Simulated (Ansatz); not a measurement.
La:
```yaml
crystal:
  lattice:
    - [0.00000, 3.33881, 3.33881]
    - [3.33881, 0.00000, 3.33881]
    - [3.33881, 3.33881, 0.00000]
  atoms:
    - { symbol: La, position: [0.00000, 0.00000, 0.00000] }
    - { symbol: La, position: [0.25000, 0.25000, 0.25000] }
```

Relaxed with PBE. Special points in fractions of this cell's reciprocal vectors: Γ (0.000, 0.000, 0.000); X (0.500, 0.000, 0.500); U (0.625, 0.250, 0.625); K (0.375, 0.375, 0.750); L (0.500, 0.500, 0.500); W (0.500, 0.250, 0.750).

List the band energies nearest the Fermi level at these points for DFT-PBE with spin–orbit coupling in the program Ansatz with PAW potentials.

In eV from the Fermi level; about four levels below and three above (degenerate sets whole), none deeper than 8.9 eV; points with the same levels are listed once.

```json
[
 {"k": "Γ", "below": "-0.74 -0.74 -0.74 -0.74", "above": "0.89 0.89 0.89 0.89 0.89 0.89"},
 {"k": "X", "below": "-0.12 -0.12 -0.12 -0.12", "above": "0.74 0.74 0.74 0.74"},
 {"k": "U", "below": "-1.34 -1.34 -0.64 -0.64", "above": "0.63 0.63 0.94 0.94"},
 {"k": "L", "below": "-0.60 -0.60 -0.60 -0.60 -0.20 -0.20", "above": "0.04 0.04 0.08 0.08"},
 {"k": "W", "below": "-1.89 -1.89 -1.83 -1.83", "above": "0.07 0.07 0.07 0.07"}
]
```

Space group Fd-3m (diamond). The start of the workflow was typed in or built on a structure type; neither database checked (COD, Materials Project) lists it. It is not the phase usual at ambient conditions (space group No. 194). The PBE relaxation kept the symmetry of its start; whether a distortion lowers the energy is not shown. The volume moved by -37 % from the start of the relaxation.

Potentials: the later of the program's two PAW sets.
